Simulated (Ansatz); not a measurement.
BN: zone-centre modes at 50 GPa

Computed with Ansatz, DFT LDA, scalar-relativistic, plane waves, PAW. Plane waves to 420 eV; Γ-centred k mesh 12×12×12; fixed occupations. No spin polarisation. Phonons by linear response, acoustic sum rule imposed.

The cell, relaxed at 50 GPa:
```
CELL_PARAMETERS angstrom
0.00000 1.72976 1.72976
1.72976 0.00000 1.72976
1.72976 1.72976 0.00000
ATOMIC_POSITIONS crystal
B 0.00000 0.00000 0.00000
N 0.75000 0.75000 0.75000
```

Other phases may be more stable at this pressure.

Optical modes at Γ (transverse, no macroscopic field); i marks an imaginary frequency:
| frequency (cm⁻¹) | degeneracy | IR intensity of the level ((D/Å)²/amu) |
| --- | --- | --- |
| 1210 | 3 | 37.93 |

All 3 optical modes at Γ are real: no displacement of atoms at fixed cell lowers the energy to second order. Strains and modes at other wave vectors aren't tested by this run.

```json
{"Electronic dielectric constant ε∞ (principal values)": "4.49", "Static dielectric constant ε0 (principal values)": "6.3", "Refractive index √ε∞, mean": "2.12", "Kohn–Sham gap on the mesh": "4.51 eV", "Cost": "7.8 s on 1 thread of Intel(R) Xeon(R) Platinum 8488C (Sapphire Rapids) (shared host), peak memory 0.43 GiB"}
```

Born effective charges (e):
```tsv
atom	Z*xx	Z*yy	Z*zz	mean
B (atom 1)	1.83	1.83	1.83	1.83
N (atom 2)	-1.83	-1.83	-1.83	-1.83
```